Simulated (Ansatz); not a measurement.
Ansatz input

```yaml
crystal:
  lattice:
    - [2.1005919712, 0.0, 0.0]
    - [-1.0502959856, 1.81916601, 0.0]
    - [0.0, 0.0, 3.4302666889]
  atoms:
    - { symbol: B, position: [0.3333333333, 0.6666666667, 0.25] }
    - { symbol: B, position: [0.6666666667, 0.3333333333, 0.75] }
hamiltonian:
  xc: blyp
  pseudopotentials:
    kind: paw
    azcp:
      B: "pseudopotentials/B.paw.azcp"
basis:
  ecutwfc: 420
  fft_grid_basis: typed
kpoints:
  mp_grid: { grid: [17, 17, 9], shift: [0, 0, 0] }
magnetization:
  spin_polarized: false
scf:
  occupations: { method: fermi_dirac, width: 0.1 }
relax:
  max_steps: 60
  f_tol: 0.01
  cell: {}
```

Terminal output

```
Engine: ansatz 0.2.0, aarch64-unknown-linux-gnu
Pseudopotentials: kind: paw
Pseudopotential: B, paw, valence charge 3, recommended cutoff 420 eV (normal) 
Functional definition: BLYP
  parameter beta = 0.0042
  parameter a = 0.04918
  parameter b = 0.132
  parameter c = 0.2533
  parameter d = 0.349
  exchange = b88_x(beta = beta)
  correlation = lyp_c(a = a, b = b, c = c, d = d)
Crystal: 2 atoms, lattice volume = 13.108 Å³
Basis set: ecut = 420 eV, 251 PW (Γ), exchange–correlation on 30×30×48 points (8 copies of the dense FFT grid, shifted against one another)
Bands: 7, of which v1, the nominal top of the filled ones, is band 3 counted from 1 (2 counted from 0)
Symmetry: 24 space group operations
Space group: P63/mmc (ITA 194), of the structure as read, at distance tolerance 2.4e-5 Å
k-points: 165 of 2601
Non-local potential: B, projectors of the file, l = 0: 2, l = 1: 2, l = 2: 1
PAW form: soft (Blöchl's): semilocal exchange-correlation on the pseudo side does not see the compensation charge
PAW frozen core: B, regenerated for the run's functional, and the local potential with it (the file was generated under x = pbe(κ = 0.804, μ = 0.2195149727645171), c = pbe(β = 0.06672455060314922))
PAW one-centre angular grid: B, 110 points (default); XC on 64 Gauss nodes
Initial density: superposition of atomic densities (neutral atoms: chi_scale 0, normalization atom), corrected by the library's trained network
Initial wavefunctions: pseudopotential atomic-orbital guess
Functional: x = b88, c = lyp
SCF iter   1: F=—  HF=-308.790539 eV  |F-HF|=—  |Δ(HF+E_count)|=         —  Δρ=1.62e-2  dr2=2.33e-2  ethr=1.77e-3  ⟨swp⟩=4.6  Hψ=7954  notcnv=0
SCF iter   2: F=—  HF=-308.787873 eV  |F-HF|=—  |Δ(HF+E_count)|=   2.67e-3  Δρ=1.03e-2  dr2=9.56e-3  ethr=3.89e-4  ⟨swp⟩=1.0  Hψ=2475  notcnv=0
SCF iter   3: F=—  HF=-308.786424 eV  |F-HF|=—  |Δ(HF+E_count)|=   1.45e-3  Δρ=3.67e-4  dr2=6.36e-6  ethr=1.59e-4  ⟨swp⟩=1.1  Hψ=1168  notcnv=0
SCF iter   4: F=—  HF=-308.786422 eV  |F-HF|=—  |Δ(HF+E_count)|=   1.54e-6  Δρ=4.93e-5  dr2=1.40e-7  ethr=1.06e-7  ⟨swp⟩=2.0  Hψ=1654  notcnv=0
iter 5 did not close the SCF: its close was put off for the readings that it lacked (scf_convergence_deferred on its scf_iter line)
...
SCF iter   3: F=—  HF=-311.283150 eV  |F-HF|=—  |Δ(HF+E_count)|=   7.94e-5  Δρ=4.00e-5  dr2=2.45e-7  ethr=2.89e-6  ⟨swp⟩=2.2  Hψ=1565  notcnv=0
SCF iter   4: F=—  HF=-311.283197 eV  |F-HF|=—  |Δ(HF+E_count)|=   4.62e-5  Δρ=4.05e-6  dr2=3.49e-9  ethr=4.08e-9  ⟨swp⟩=2.6  Hψ=1832  notcnv=0
SCF iter   5: F=-311.283197 eV  HF=-311.283197 eV  |F-HF|=6.25e-10  |Δ(HF+E_count)|=   2.23e-8  Δρ=3.61e-7  dr2=1.48e-11  ethr=1.00e-12  ⟨swp⟩=5.1  Hψ=5385  notcnv=0
SCF 60 converged in 5 iterations: F = -311.283197 eV  dr2 = 1.48e-11
relax step  60: F+E_penalty+E_count = -311.28319665 eV  Δ(F+E_penalty+E_count) = +6.167e-4 eV  max|allowed force component| = 3.000e-22 eV/Å  Δτ_max = 0.0000 Å  P = +0.049 GPa  Ω = 27.202 Å³  energy of the carried Pulay correction = -2.238e-3 eV  (5 SCF iters, accepted)
Step failed. What follows is not a result of the run: it is the report of the last solve that finished, which converged after 5 SCF iterations.
Free energy (F): -311.283197 eV
Harris-Foulkes:  -311.283197 eV  (|F-HF|=6.25e-10)
Internal energy: -311.275901 eV  (E = F + TS)
E sigma→0 (E₀):  -311.279549 eV
Entropy (-TS):   -0.007296 eV (-3.648 meV/atom)
Fermi energy:    4.585768 eV
--- Per-component energies (eV) ---
  E_band       = -23.865566
  E_kinetic    = 102.417988
  E_local      = -288.113460  (includes V_loc(G=0)·N_el)
  E_nonlocal   = 22.149883
  E_hartree    = 109.609875
  E_xc         = -62.207923
  E_vxc        = -73.471529  (∫ρ·V_xc dr)
  E_paw        = -160.271422  (= ΣΔE_a)
  E_vpaw       = -6.068199  (= ΣTr[D̂ρ^β])
  E_aug_tail   = -0.000010  (compensation charges beyond the density's cutoff)
  E_ewald      = -34.862361
  E_core_change = 0.001528  (= ΣΔE_core)
  E_smearing   = -0.007296  (= −TS)
  E_closure    = 0.000000  (closes the sum)
  Σ components = -311.283197   (vs F -311.283197, Δ=0.00e0)
--- Forces (eV/Å), atoms counted from 1 ---
  atom   1  B     -0.00000000     0.00000000     0.00000000
  atom   2  B     -0.00000000    -0.00000000    -0.00000000
  max |Σ_I F_I| component: 1.06e-22 eV/Å
--- Stress (GPa, compression-positive) ---
       -0.337164      -0.000000      -0.000000
       -0.000000      -0.337164       0.000000
       -0.000000       0.000000      -0.276463
  P = ⅓ Tr σ = -0.3169 GPa (-3.169 kbar)
--- Band table (eV; the first three rows and the last of 165) ---
  k-point 0: bands = ["-12.2534", "-12.2447", "-3.0580", "-2.9013", "6.0797", "8.4476", "9.8583"]
  k-point 1: bands = ["-12.2531", "-12.2450", "-3.0536", "-2.9062", "6.1197", "8.2427", "10.1101"]
  k-point 2: bands = ["-12.2523", "-12.2457", "-3.0404", "-2.9201", "6.2388", "7.8399", "10.6553"]
  k-point 164: bands = ["0.0743", "0.0744", "2.4632", "2.4632", "12.8415", "12.8435", "13.2906"]
End of that report.
Error: variable-cell relaxation did not converge after 60 `relax_step` rows, as none of its last 5 fresh-basis SCF(s) at a relaxed cell met both thresholds with a finite energy. The last misses `relax.cell.stress_tol`: largest allowed force component 4.24e-22 eV/Å (`relax.f_tol` 1.00e-2 eV/Å), stress off the target on the free part of the cell 2.40e-1 GPa (`relax.cell.stress_tol` 5.00e-2 GPa), F+E_penalty+E_count -311.28423512 eV. The closest is row 57, whose structure comes with this error. Larger ratio of force or stress to its threshold at each such SCF whose figures are numbers: 697.720, 101.586, 26.531, 9.604, 4.804. The dense FFT grid had 15×15×24 points at the cell where the steps before the first such SCF started and, at each such SCF in turn, 12×12×40, 12×12×50, 12×12×60, 12×12×64, 12×12×72, so 5 of them had another grid than the one listed just before. After the last such SCF `relax.max_steps` ran out. If the threshold ratios fall while the rows' cell is stable, continue in a new run from this error's structure with a larger `relax.max_steps`. Ratios that fall only as the cell collapses won't converge, and for ratios that don't fall see `relax.cell`. Where this run's directory can be resumed (`checkpoint.write`), a resume goes on for up to `relax.max_steps` more
  cell:  # Å, volume = 25.9361 Å³
    - [1.7172002165433766, -2.913826418333762e-32, 0.0]
    - [-0.8586001082716883, 1.4871390109107034, 0.0]
    - [0.0, 0.0, 10.156212339769459]
  atoms:
    - { symbol: B, position: [0.33333333333333337, 0.6666666666666667, 0.25] }
    - { symbol: B, position: [0.6666666666666666, 0.33333333333333337, 0.75] }
```

No converged result was reached.
